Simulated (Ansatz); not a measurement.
Tl$_{2}$Au:
```cif
data_Au4Tl8
_chemical_formula_sum 'Au4 Tl8'
_space_group_name_H-M_alt 'I4/mcm'
_space_group_IT_number 140
_space_group_name_Hall '-I 4 2c'
_cell_length_a 7.33862
_cell_length_b 7.33862
_cell_length_c 5.69678
_cell_angle_alpha 90.000
_cell_angle_beta 90.000
_cell_angle_gamma 90.000
loop_
_atom_site_label
_atom_site_type_symbol
_atom_site_symmetry_multiplicity
_atom_site_Wyckoff_symbol
_atom_site_fract_x
_atom_site_fract_y
_atom_site_fract_z
_atom_site_occupancy
Au1 Au 4 a 0.00000 0.00000 0.25000 1
Tl1 Tl 8 h 0.34581 0.15419 0.00000 1
```
(The calculation used a cell of 6 atoms; values per cell refer to that cell.)

Relaxed at zero pressure with DFT-r²SCAN in the program Ansatz with PAW potentials.

Question: The volume is raised by 3 % and shape and atoms relax at that volume. What pressure results, and how do the axes share the change?

Answer: -1.2 GPa; a 1.3 %, b 1.3 %, c 0.3 %; the energy rises by 3 meV/atom.

Question: Give the new structure.

Answer: 
Space group I4/mcm (No. 140); a = 7.4361 Å, b = 7.4361 Å, c = 5.7149 Å, α = 90.00°, β = 90.00°, γ = 90.00°

| atom | site | symmetry | x | y | z |
|---|---|---|---|---|---|
| Au | 4a | 422 | 0.0000 | 0.0000 | 0.2500 |
| Tl | 8h | m.2m | 0.3451 | 0.1549 | 0.0000 |

The phase is kept; no other phase was compared at this pressure.

The workflow started from an entry of the Crystallography Open Database (COD). Whether it is the stable phase at ambient conditions was not checked. Symmetry was held in the r²SCAN relaxation; its stability against distortions is not shown here. Axis ratios of metals converge slowly with the k-mesh, so a and c are less sure than the volume. Scalar-relativistic: spin–orbit coupling is off unless named, which matters more the heavier the elements.

Potentials: the later of the program's two PAW sets.
